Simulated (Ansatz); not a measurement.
Given:

Pb:
```cif
data_Pb4
_chemical_formula_sum 'Pb4'
_space_group_name_H-M_alt 'Fm-3m'
_space_group_IT_number 225
_space_group_name_Hall '-F 4 2 3'
_cell_length_a 4.93476
_cell_length_b 4.93476
_cell_length_c 4.93476
_cell_angle_alpha 90.000
_cell_angle_beta 90.000
_cell_angle_gamma 90.000
loop_
_atom_site_label
_atom_site_type_symbol
_atom_site_symmetry_multiplicity
_atom_site_Wyckoff_symbol
_atom_site_fract_x
_atom_site_fract_y
_atom_site_fract_z
_atom_site_occupancy
Pb1 Pb 4 a 0.00000 0.00000 0.00000 1
```
(The calculation used a cell of 1 atom; values per cell refer to that cell.)

This is the PBEsol-relaxed structure.

Task: All from PBEsol (plane waves, PAW; program Ansatz), unless another level is named. Predict the Poisson's ratio.

Result: 0.39.

Task: Give the elastic constants (relaxed ions, GPa).

Result: C11 = 54.8, C12 = 43.4, C44 = 18.7.

Symmetry was held in the PBEsol relaxation. As this level gives no gap, shear constants depend on the k-mesh and smearing (Fermi–Dirac, 0.1 eV here). Spin–orbit coupling is left out wherever it is not named.

Potentials: the later of the program's two PAW sets.
